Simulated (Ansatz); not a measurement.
Total density of states per atom from PBEsol (plane waves, PAW; program Ansatz), in 0.25 eV bins, energy from the Fermi level:

(E (eV), states/eV/atom): (-7.85, 0.59); (-7.60, 0.51); (-7.35, 0.43); (-7.10, 0.56); (-6.85, 0.71); (-6.60, 0.81); (-6.35, 0.85); (-6.10, 0.75); (-5.85, 0.50); (-5.60, 0.61); (-5.35, 0.09); (-5.10, 0.04); (-4.85, 0.05); (-4.60, 0.08); (-4.35, 0.19); (-4.10, 0.32); (-3.85, 0.37); (-3.60, 0.44); (-3.35, 0.54); (-3.10, 0.74); (-2.85, 0.94); (-2.60, 0.67); (-2.35, 0.52); (-2.10, 0.68); (-1.85, 0.94); (-1.60, 0.68); (-1.35, 0.56); (-1.10, 0.42); (-0.85, 0.26); (-0.60, 0.27); (-0.35, 0.29); (-0.10, 0.33); (0.15, 0.37); (0.40, 0.55); (0.65, 0.57); (0.90, 0.57); (1.15, 0.59); (1.40, 0.48); (1.65, 0.65); (1.90, 0.57); (2.15, 0.48); (2.40, 0.64); (2.65, 0.78); (2.90, 0.79); (3.15, 0.64); (3.40, 0.85); (3.65, 0.73); (3.90, 0.97); (4.15, 0.81); (4.40, 1.10); (4.65, 1.14)

Task: Pick the material that matches.
(A) Ta2N, P-31m (Ta on 6k, N on 2d, N on 1a)
(B) Mn3SnN, anti-perovskite
(C) Zr3N4, I-43d (Zr on 12a, N on 16c)
(D) TaSe2, R3m (Ta on 3a, Se on 3a, Se on 3a)

Result: A, Ta2N, P-31m (Ta on 6k, N on 2d, N on 1a). Within 0.5 eV of the Fermi level: Ta 5d 87 %, N 2p 6 %. Projections are on Löwdin-orthogonalised atomic valence shells; empty p or d shells of many metals are not among them.

The workflow started from a Materials Project entry (that database holds measured and hypothetical structures alike); the Crystallography Open Database copy checked does not list it. Whether it is the stable phase at ambient conditions was not checked. The cell was relaxed with PBEsol under the symmetry of its start; of distortions, only those at the zone centre were tested. No spin polarisation was allowed. With an odd number of electrons in the cell and no spin polarisation, the count alone makes it a metal. Spin–orbit coupling is left out wherever it is not named.

Potentials: the later of the program's two PAW sets.
